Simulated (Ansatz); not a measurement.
BN:
```cif
data_B4N4
_chemical_formula_sum 'B4 N4'
_space_group_name_H-M_alt 'P 1'
_space_group_IT_number 1
_cell_length_a 2.54801
_cell_length_b 2.54801
_cell_length_c 8.37529
_cell_angle_alpha 90.000
_cell_angle_beta 90.000
_cell_angle_gamma 120.000
loop_
_space_group_symop_operation_xyz
  'x, y, z'
loop_
_atom_site_label
_atom_site_type_symbol
_atom_site_fract_x
_atom_site_fract_y
_atom_site_fract_z
_atom_site_occupancy
B1 B 0.00000 0.00000 0.99977 1
B2 B 0.00000 0.00000 0.49977 1
B3 B 0.66667 0.33333 0.75047 1
B4 B 0.33333 0.66667 0.25047 1
N1 N 0.00000 0.00000 0.81317 1
N2 N 0.00000 0.00000 0.31317 1
N3 N 0.66667 0.33333 0.56222 1
N4 N 0.33333 0.66667 0.06222 1
```

Relaxed with r²SCAN.

Question: Decompose the optical modes at the zone centre into irreducible representations, and say which are infrared and Raman allowed.

Answer: Point group 6mm: Γ_opt = 3A1 + 4B1 + 3E1 + 4E2. Infrared: A1, E1. Raman: A1, E1, E2.

Question: Assign frequencies (DFPT, r²SCAN in the plane-wave PAW code Ansatz; without the LO–TO term).

Answer: E2 350, E2 360, E1 493, B1 636, B1 643, E1 967, A1 973, E2 998, E2 1020, A1 1036, E1 1051, A1 1151, B1 1248, B1 1262 cm⁻¹.

Subscripts of B labels follow the axes of the standard setting.

Space group P6_3mc. A made-up cell: these elements were put on the sites of a structure type. Its sites differ from those of the usual phase in this space group: another stacking or structure type. Symmetry was held in the r²SCAN relaxation; phonons on a q-mesh show no instability.

Potentials: the later of the program's two PAW sets.
